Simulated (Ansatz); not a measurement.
## Data sheet: ZrSi (DFT)

ZrSi:
```cif
data_Si3Zr3
_chemical_formula_sum 'Zr3 Si3'
_space_group_name_H-M_alt 'P 1'
_space_group_IT_number 1
_cell_length_a 6.26448
_cell_length_b 6.26448
_cell_length_c 4.02127
_cell_angle_alpha 90.000
_cell_angle_beta 90.000
_cell_angle_gamma 120.000
loop_
_space_group_symop_operation_xyz
  'x, y, z'
loop_
_atom_site_label
_atom_site_type_symbol
_atom_site_fract_x
_atom_site_fract_y
_atom_site_fract_z
_atom_site_occupancy
Zr1 Zr 0.50000 0.00000 0.00000 1
Zr2 Zr 0.50000 0.50000 0.00000 1
Zr3 Zr 0.00000 0.50000 0.00000 1
Si1 Si 0.00000 0.00000 0.00000 1
Si2 Si 0.33333 0.66667 0.50000 1
Si3 Si 0.66667 0.33333 0.50000 1
```

Space group P6/mmm (No. 191); conventional cell a = b = 6.2645 Å, c = 4.0213 Å, α = β = 90.00°, γ = 120.00°.

Method: PBE in the plane-wave PAW code Ansatz. The cell and atoms are relaxed at this level. Other levels are named where they apply.

Cell and energy:

* **Volume per atom**: 22.78 Å³
* **Density**: 4.35 g/cm³
* **Formation energy from the elements (no fitted shifts)**: -0.13 eV/atom

Electronic structure:

- Electronic character = metallic (no gap)
- Density of states at the Fermi level = 1.0 states/eV per atom (mean over ±0.08 eV)

Mechanics:

- Bulk modulus (Birch–Murnaghan fit) = 931 kbar
- Pressure derivative B′ = 3.9

A made-up cell: these elements were put on the sites of a structure type; neither database checked (COD, Materials Project) lists it. COD files the formula under space group No. 62, 63, so this cell is another polymorph or a model. Its standing as an ambient phase is unchecked. The PBE relaxation kept the symmetry of its start; its stability against distortions is not shown here. No spin polarisation was allowed. The references are the lowest solids computed at this level, not always the standard phases. Scalar-relativistic: spin–orbit coupling is off unless named, which matters more the heavier the elements.

Potentials: the later of the program's two PAW sets.
